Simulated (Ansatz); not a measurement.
HfC (rock salt)

```
HfC
1.0
    0.00000     2.30362     2.30362
    2.30362     0.00000     2.30362
    2.30362     2.30362     0.00000
C Hf
1 1
Direct
  0.00000   0.00000   0.00000
  0.50000   0.50000   0.50000
```

The volume is varied about the relaxed value V₀ at fixed cell shape. Symmetry pins the atoms to their sites.

These are PBEsol (plane waves to 420 eV, PAW, scalar-relativistic; Ansatz, an electronic-structure program) values and carry that method's errors. k mesh 17×17×17 (Γ-centred), Fermi-Dirac smearing 0.05 eV. E stands for the smeared free energy. Stress and pressure are positive under compression. HfC is run without spin polarisation. HfC was relaxed with its symmetry unable to fall. Spin-orbit coupling is left out, though Hf is heavy. ΔE is measured from the relaxed starting cell.

```csv
V (Å³/atom),ΔE (eV/atom),P (GPa)
10.269,0.321,60.7
10.660,0.194,44.4
11.051,0.103,30.5
11.442,0.043,18.7
11.833,0.010,8.6
12.224,0.000,0.0
12.616,0.009,-7.4
13.007,0.035,-13.6
13.398,0.075,-19.0
13.789,0.127,-23.6
14.180,0.190,-27.5
```

Derived quantities:

| Quantity | Result |
|---|---|
| Pressure at the smallest volume | 60.7 GPa |
| Energy cost of the largest compression | 321 meV/atom |
| Energy cost of the largest expansion | 190 meV/atom |
| Bulk modulus B₀ (third-order Birch-Murnaghan fit) | 248 GPa |
| Pressure derivative B₀′ (fit) | 3.9 |
| Equilibrium volume of the fit | 12.22 Å³/atom |
| Pressure for 5 % compression (fit) | 14.1 GPa |

(Under strain, the slope of the energy per volume gives the stress and its curvature an elastic modulus.)
